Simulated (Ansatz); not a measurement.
Relaxed AlN (wurtzite):

```
AlN
1.0
    3.13030     0.00000     0.00000
   -1.56515     2.71092     0.00000
    0.00000     0.00000     5.01801
Al N
2 2
Direct
  0.66667   0.33333   0.00337
  0.33333   0.66667   0.50337
  0.66667   0.33333   0.62183
  0.33333   0.66667   0.12183
```

Two-dimensional scan of atom 2 (Al, nearest neighbour N at 1.903 Å; its periodic images, 3.1 Å or more away, move with it): u runs along (1.000, 0.000, 0.000), v along (0.000, 1.000, 0.000) (Cartesian). Cell and other atoms are fixed.

Calculation: PBE (plane waves to 420 eV, PAW, scalar-relativistic; Ansatz, an electronic-structure program). k mesh 10×10×6 (Γ-centred), Fermi-Dirac smearing 0.05 eV. Points where atoms come too close for the PAW data are left out (x in tables, blank in figures). Fu and Fv are the components of the force on the atom. AlN was relaxed with its symmetry unable to fall.

Changes of Fv (eV/Å) from the point u = 0.000 Å, v = 0.000 Å when one coordinate moves alone (two changes are said to add if the coupling is within 5 % of the smaller one, nearly so within 20 %):

| point | change |
|---|---|
| u = 0.000 Å, v = -0.480 Å | 3.052 |
| u = 0.000 Å, v = -0.240 Å | 2.415 |
| u = -0.480 Å, v = 0.000 Å | 6.769 |
| u = -0.240 Å, v = 0.000 Å | 1.475 |
| u = 0.240 Å, v = 0.000 Å | 1.475 |
| u = 0.480 Å, v = 0.000 Å | 6.769 |
| u = 0.000 Å, v = 0.240 Å | -5.459 |
| u = 0.000 Å, v = 0.480 Å | -18.254 |

Problem. What is the change at u = 0.480 Å, v = 0.240 Å, where both move, and how far is it from the sum?

Solution. The sum of the single changes is 6.769 + (-5.459) = 1.310; the calculation gives -0.205, so the coupling contributes -1.515 (over 20 % of the smaller single change, not additive).

Problem. Do the two effects add at u = -0.240 Å, v = -0.240 Å? Give the computed change.

Solution. The sum of the single changes is 1.475 + (2.415) = 3.890; the calculation gives 4.340, so the coupling contributes 0.450 (over 20 % of the smaller single change, not additive).

Problem. What is the change at u = 0.240 Å, v = 0.480 Å, where both move, and how far is it from the sum?

Solution. The sum of the single changes is 1.475 + (-18.254) = -16.779; the calculation gives -16.003, so the coupling contributes 0.776 (over 20 % of the smaller single change, not additive).

(A displaced cell: forces are minus the slopes of the energy, force constants its curvatures, and phonons follow from these.)
